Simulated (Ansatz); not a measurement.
Consider the following.

MgS:
```cif
data_Mg4S4
_chemical_formula_sum 'Mg4 S4'
_space_group_name_H-M_alt 'P 1'
_space_group_IT_number 1
_cell_length_a 6.87628
_cell_length_b 6.87628
_cell_length_c 4.08073
_cell_angle_alpha 90.000
_cell_angle_beta 90.000
_cell_angle_gamma 90.000
loop_
_space_group_symop_operation_xyz
  'x, y, z'
loop_
_atom_site_label
_atom_site_type_symbol
_atom_site_fract_x
_atom_site_fract_y
_atom_site_fract_z
_atom_site_occupancy
Mg1 Mg 0.32684 0.67316 0.00000 1
Mg2 Mg 0.67316 0.32684 0.00000 1
Mg3 Mg 0.82684 0.82684 0.50000 1
Mg4 Mg 0.17316 0.17316 0.50000 1
S1 S 0.31207 0.31207 0.00000 1
S2 S 0.68793 0.68793 0.00000 1
S3 S 0.18793 0.81207 0.50000 1
S4 S 0.81207 0.18793 0.50000 1
```

This is the PBE-relaxed structure.

Problem. All from DFT-PBE in the program Ansatz with PAW potentials, unless another level is named. Predict the hole effective mass.

Solution. 1.1, 2.5, 5.5 mₑ (principal values).

Problem. Give the band gap.

Solution. 3.35 eV (smallest direct gap 3.35 eV).

Problem. Predict the formation energy from the elements (no fitted shifts).

Solution. -1.41 eV/atom.

Problem. Next, the electron effective mass?

Solution. 0.27 mₑ (isotropic).

Problem. And the valence-band maximum?

Solution. on the M–Γ line, 94 % of the way from M.

Problem. Next, the conduction-band minimum?

Solution. at Γ.

Space group P4_2/mnm. The start of the workflow was typed in or built on a structure type; neither database checked (COD, Materials Project) lists it. COD files the formula under space group No. 225. Its standing as an ambient phase is unchecked. The cell was relaxed with PBE under the symmetry of its start; its stability against distortions is not shown here. The references are the lowest solids computed at this level, not always the standard phases.

Potentials: the earlier of the program's two PAW sets.
